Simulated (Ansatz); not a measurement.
**W: energy along a strain**

W, Pm-3n, a = 5.032 Å. This isn't the element's structure at ambient conditions. Ansatz: PBEsol, PAW, 420 eV, Γ-centred 8×8×8 mesh on 8 atoms, Gaussian smearing 0.15 eV; no spin polarisation. Cell vectors (Å): 5.032 0.000 0.000; 0.000 5.032 0.000; 0.000 0.000 5.032. The cell is strained by x per cent times the pattern (0 0 0 1 0 0) in the order xx yy zz yz xz xy (engineering shears), with fractional coordinates held. y is the free energy over the start, V0 = 15.927 Å³/atom. Symmetry makes y even in x.

| x (%) | y (meV/atom) |
| --- | --- |
| -6.00 | ? |
| -3.00 | 4.68 |
| 0.00 | 0.00 |
| 0.75 | 0.30 |
| 1.50 | 1.17 |
| 2.25 | 2.63 |
| 3.75 | 7.31 |
| 4.50 | 10.52 |
| 5.25 | 14.33 |

Q: Fit y = c2 x² + c4 x⁴ to the other rows, get the stiffness along the pattern, and predict the missing energy.

A: Least squares on the rows shown. y = 0.51962 x² + 7.4200×10⁻⁶ x⁴. The clamped-ion stiffness p·C·p = 2 × 5.196 eV × 160.2 / 15.927 Å³ = 105 GPa, which is C44 in these axes. At x = -6.00 the fit asked for gives 18.72 meV/atom. The run gave 18.73 meV/atom, so the fit is 0.01 meV/atom too low, a small miss on the scale of the series.

Spin–orbit coupling is left out, which can shift energies with elements as heavy as these.

Cost: 9 runs of about 10 core-minutes in all, on Intel Xeon Processor @ 2.50GHz (Skylake/Cascade Lake) (shared hosts).